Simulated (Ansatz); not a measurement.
Geometry optimisation in Ansatz: input, command and trajectory.

```yaml
crystal:
  lattice:
    - [4.294298748, 0.0, 0.0]
    - [-2.147149374, 3.7189718072, 0.0]
    - [0.0, 0.0, 5.2328]
  atoms:
    - { symbol: In, position: [0.3333333333, 0.6666666667, 0.75] }
    - { symbol: In, position: [0.6666666667, 0.3333333333, 0.25] }
    - { symbol: Cu, position: [0.3333333333, 0.6666666667, 0.25] }
    - { symbol: Cu, position: [0.6666666667, 0.3333333333, 0.75] }
    - { symbol: Cu, position: [0.0, 0.0, 0.0] }
    - { symbol: Cu, position: [0.0, 0.0, 0.5] }
basis:
  ecutwfc: 500
kpoints:
  mp_grid: { grid: [6, 6, 4] }
hamiltonian:
  xc: r2scan
scf:
  occupations: { method: gaussian, width: 0.1 }
  lower_state_search: "off"
output:
  forces: true
  stress: true
  eigenvalues: true
relax:
  adjacent_minimum: "off"
  f_tol: 0.04
  max_steps: 70
  cell: { stress_tol: 0.4 }
```

```bash
ansatz run input.yaml --threads 1 --pin off --max-ram 2560MiB --backend cpu --events-out ev --progress --plain --runs-dir out
```

All numbers below come from Ansatz, DFT r2SCAN, scalar-relativistic, plane waves, PAW.

Of 5 frames 5 are shown, positions in Å and forces in eV/Å; the SCF threshold varies from step to step. Steps run on the plane waves of an earlier cell, with a Pulay correction in the pressure. The basis is chosen afresh for the last frame, the zero of the energies, and at times for earlier ones too; energy and pressure step there, also at an unchanged geometry.

```xyz
6
Lattice="4.2943 0.0000 0.0000 -2.1471 3.7190 0.0000 0.0000 0.0000 5.2328" Properties=species:S:1:pos:R:3:forces:R:3 pbc="T T T" step=1 free_energy_over_end_meV_per_atom=26.60 pressure_GPa=8.97
In    0.0000    2.4793    3.9246    0.0000    0.0000    0.0000
In    2.1471    1.2397    1.3082    0.0000    0.0000    0.0000
Cu    0.0000    2.4793    1.3082    0.0000    0.0000    0.0000
Cu    2.1471    1.2397    3.9246    0.0000    0.0000    0.0000
Cu    0.0000    0.0000    0.0000    0.0000    0.0000    0.0000
Cu    0.0000    0.0000    2.6164    0.0000    0.0000    0.0000
6
Lattice="4.3948 0.0000 0.0000 -2.1974 3.8060 0.0000 0.0000 0.0000 5.3144" Properties=species:S:1:pos:R:3:forces:R:3 pbc="T T T" step=2 free_energy_over_end_meV_per_atom=1.42 pressure_GPa=0.38
In    0.0000    2.5373    3.9858    0.0000    0.0000    0.0000
In    2.1974    1.2687    1.3286    0.0000    0.0000    0.0000
Cu    0.0000    2.5373    1.3286    0.0000    0.0000    0.0000
Cu    2.1974    1.2687    3.9858    0.0000    0.0000    0.0000
Cu    0.0000    0.0000    0.0000    0.0000    0.0000    0.0000
Cu    0.0000    0.0000    2.6572    0.0000    0.0000    0.0000
6
Lattice="4.4090 0.0000 0.0000 -2.2045 3.8183 0.0000 0.0000 0.0000 5.2973" Properties=species:S:1:pos:R:3:forces:R:3 pbc="T T T" step=3 free_energy_over_end_meV_per_atom=0.78 pressure_GPa=-0.01
In    0.0000    2.5455    3.9730    0.0000    0.0000    0.0000
In    2.2045    1.2728    1.3243    0.0000    0.0000    0.0000
Cu    0.0000    2.5455    1.3243    0.0000    0.0000    0.0000
Cu    2.2045    1.2728    3.9730    0.0000    0.0000    0.0000
Cu    0.0000    0.0000    0.0000    0.0000    0.0000    0.0000
Cu    0.0000    0.0000    2.6487    0.0000    0.0000    0.0000
6
Lattice="4.4231 0.0000 0.0000 -2.2115 3.8305 0.0000 0.0000 0.0000 5.2635" Properties=species:S:1:pos:R:3:forces:R:3 pbc="T T T" step=4 free_energy_over_end_meV_per_atom=0.56 pressure_GPa=0.01
In    0.0000    2.5537    3.9476    0.0000    0.0000    0.0000
In    2.2115    1.2768    1.3159    0.0000    0.0000    0.0000
Cu    0.0000    2.5537    1.3159    0.0000    0.0000    0.0000
Cu    2.2115    1.2768    3.9476    0.0000    0.0000    0.0000
Cu    0.0000    0.0000    0.0000    0.0000    0.0000    0.0000
Cu    0.0000    0.0000    2.6317    0.0000    0.0000    0.0000
6
Lattice="4.4231 0.0000 0.0000 -2.2115 3.8305 0.0000 0.0000 0.0000 5.2635" Properties=species:S:1:pos:R:3:forces:R:3 pbc="T T T" step=5 free_energy_over_end_meV_per_atom=0.00 pressure_GPa=0.06
In    0.0000    2.5537    3.9476    0.0000    0.0000    0.0000
In    2.2115    1.2768    1.3159    0.0000    0.0000    0.0000
Cu    0.0000    2.5537    1.3159    0.0000    0.0000    0.0000
Cu    2.2115    1.2768    3.9476    0.0000    0.0000    0.0000
Cu    0.0000    0.0000    0.0000    0.0000    0.0000    0.0000
Cu    0.0000    0.0000    2.6317    0.0000    0.0000    0.0000
```

The run took 110 s on 1 thread of Arm Neoverse V2 (shared host), peak memory 0.66 GiB.

The k mesh is coarse.